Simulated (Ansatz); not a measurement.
Given:

CoSi:
```
CoSi
1.0
    4.38563     0.00000     0.00000
    0.00000     4.38563     0.00000
    0.00000     0.00000     4.38563
Co Si
4 4
Cartesian
  3.74658   2.83186   1.55377
  2.83186   1.55377   3.74658
  1.55377   3.74658   2.83186
  0.63904   0.63904   0.63904
  0.68720   1.50561   2.88002
  1.50561   2.88002   0.68720
  2.88002   0.68720   1.50561
  3.69842   3.69842   3.69842
```

This is the PBEsol-relaxed structure.

Task: All from plane-wave PAW PBEsol (Ansatz code), unless another level is named. Estimate the highest zone-centre frequency.

Result: 54.2 meV.

Task: Next, the Young's modulus?

Result: 326 GPa.

Space group P2_13. Symmetry was held in the PBEsol relaxation; of distortions, only those at the zone centre were tested. No spin polarisation was allowed.

Potentials: the later of the program's two PAW sets.
